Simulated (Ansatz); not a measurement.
Input and command of a plane-wave DFT calculation in Ansatz:

```yaml
crystal:
  lattice:
    - [5.7933079141, 0.0, 0.0]
    - [-2.8966539571, 5.0171518256, 0.0]
    - [0.0, 0.0, 2.9044728256]
  atoms:
    - { symbol: K, position: [0.0, 0.0, 0.0] }
    - { symbol: Zr, position: [0.3333333333, 0.6666666667, 0.5] }
    - { symbol: Zr, position: [0.6666666667, 0.3333333333, 0.5] }
basis:
  ecutwfc: 420
kpoints:
  mp_grid: { grid: [3, 3, 6] }
hamiltonian:
  xc: pbe
scf:
  occupations: { method: gaussian, width: 0.1 }
  lower_state_search: "off"
output:
  forces: true
  stress: true
  eigenvalues: true
relax:
  adjacent_minimum: "off"
  f_tol: 0.04
  max_steps: 70
  cell: { stress_tol: 0.4 }
```

```bash
ansatz run input.yaml --threads 1 --pin off --max-ram 2560MiB --backend cpu --events-out ev --progress --plain --runs-dir out
```

Processor: Intel(R) Xeon(R) 6975P-C (Granite Rapids), 1 thread, on a host shared with other jobs.

Question: Estimate time, memory and problem size.

Answer: About 3.3 s on 1 thread of Intel(R) Xeon(R) 6975P-C (Granite Rapids), with other jobs on the host, peak memory 0.4 GiB. It solves 21 bands at 12 k points (the mesh reduced by the symmetry that the task leaves, which can be less than the crystal's) with about 1653 plane waves (on the last cell), in 18 SCF iterations over 3 ionic steps.
